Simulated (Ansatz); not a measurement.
ZrTa:
Space group Cmcm (No. 63); a = 2.9549 Å, b = 11.4564 Å, c = 4.9040 Å, α = β = γ = 90.00°

| atom | site | symmetry | x | y | z |
|---|---|---|---|---|---|
| Zr | 4c | m2m | 0.0000 | 0.3214 | 0.2500 |
| Ta | 4c | m2m | 0.0000 | 0.0646 | 0.2500 |
(The calculation used a cell of 4 atoms; values per cell refer to that cell.)

Relaxed at zero pressure with DFT-PBE in the program Ansatz with PAW potentials.

Problem. The volume is lowered by 6 % and shape and atoms relax at that volume. What pressure results, and how do the axes share the change?

Solution. 9.1 GPa; a -2.4 %, b -2.2 %, c -1.5 %; the energy rises by 34 meV/atom.

Problem. Give the new structure.

Solution. 
Space group Cmcm (No. 63); a = 2.885 Å, b = 11.199 Å, c = 4.831 Å, α = 90.00°, β = 90.00°, γ = 90.00°

```tsv
atom	site	symmetry	x	y	z
Zr	4c	m2m	0.0000	0.3207	0.2500
Ta	4c	m2m	0.0000	0.0647	0.2500
```

The phase is kept; no other phase was compared at this pressure.

The start of the workflow was typed in or built on a structure type; neither database checked (COD, Materials Project) lists it. Its standing as an ambient phase is unchecked. The cell was relaxed with PBE under the symmetry of its start; whether a distortion lowers the energy is not shown. No spin polarisation was allowed. Its formation energy is positive at this level, so the cell may be metastable or incomplete. Axis ratios of metals converge slowly with the k-mesh, so a and c are less sure than the volume. Scalar-relativistic: spin–orbit coupling is off unless named, which matters more the heavier the elements.

Potentials: the later of the program's two PAW sets.
